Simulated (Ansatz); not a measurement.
Comparing deformations in Ti

All numbers below come from DFT PBEsol, scalar-relativistic, plane waves, PAW in Ansatz 0.2.0. The runs took a 420 eV cutoff, a Γ-centred 20×20×20 mesh and Gaussian smearing (0.15 eV). No spin polarisation. Energies are free energies at this smearing, counted from the undisturbed cell; pressure is positive in compression.

Reference structure (as given, not relaxed at this level; it stands at -0.3 GPa; this fcc form isn't the usual structure):

```
CELL_PARAMETERS angstrom
0.00000 2.03000 2.03000
2.03000 0.00000 2.03000
2.03000 2.03000 0.00000
ATOMIC_POSITIONS crystal
Ti 0.00000 0.00000 0.00000
```

The cell is strained by ε times a Voigt pattern (xx, yy, zz, yz, xz, xy; engineering shear) with fractional coordinates fixed. τ = (1/V0) dE/dε comes from the stress tensor. Of each scan, only the three points used here are listed.

```
            pattern        ε  τ (GPa)
(1, -1, 0, 0, 0, 0)  -0.0075    -0.54
(1, -1, 0, 0, 0, 0)   0.0000     0.00
(1, -1, 0, 0, 0, 0)   0.0075     0.54
 (0, 0, 0, 1, 0, 0)  -0.0187    -1.12
 (0, 0, 0, 1, 0, 0)   0.0000     0.00
 (0, 0, 0, 1, 0, 0)   0.0187     1.12
 (1, 1, 0, 0, 0, 0)  -0.0250   -12.22
 (1, 1, 0, 0, 0, 0)   0.0000     0.57
 (1, 1, 0, 0, 0, 0)   0.0250    11.71
 (0, 0, 1, 0, 0, 0)  -0.0250    -3.30
 (0, 0, 1, 0, 0, 0)   0.0000     0.28
 (0, 0, 1, 0, 0, 0)   0.0250     3.55
```

Question: Which constants do the scans give, and which deformation costs least for the same size of strain tensor?

Answer: The slope dτ/dε at zero (parabola through three points) is pᵀCp: (1, -1, 0, 0, 0, 0) gives 2(C11 − C12) = 72 GPa; (0, 0, 0, 1, 0, 0) gives C44 = 60 GPa; (1, 1, 0, 0, 0, 0) gives 2(C11 + C12) = 479 GPa; (0, 0, 1, 0, 0, 0) gives C11 = 137 GPa. The size of the strain tensor, ε:ε, is ε² times 2.0, 0.5, 2.0, 1.0. Per unit of it the stiffnesses are 36, 120, 239, 137 GPa, so (1, -1, 0, 0, 0, 0) is the softest of these: at ε:ε = (1 %)² the quadratic term costs 0.19 meV/atom against 1.25 for the stiffest.

Question: What else follows for this cubic crystal?

Answer: From the unrounded slopes C11 = 137.0 and C12 = 102.4 GPa, so B = (C11 + 2 C12)/3 = 114 GPa and the Poisson ratio for a pull along a cube edge is C12/(C11 + C12) = 0.43. Symmetry also asks 2(C11 − C12) = 69 GPa, against 72 from its own scan.

Question: How anisotropic is this cubic crystal?

Answer: Zener's ratio 2 C44/(C11 − C12) = 3.35; it is 1 for an isotropic solid.

In a metal these slopes depend on the k mesh and the smearing.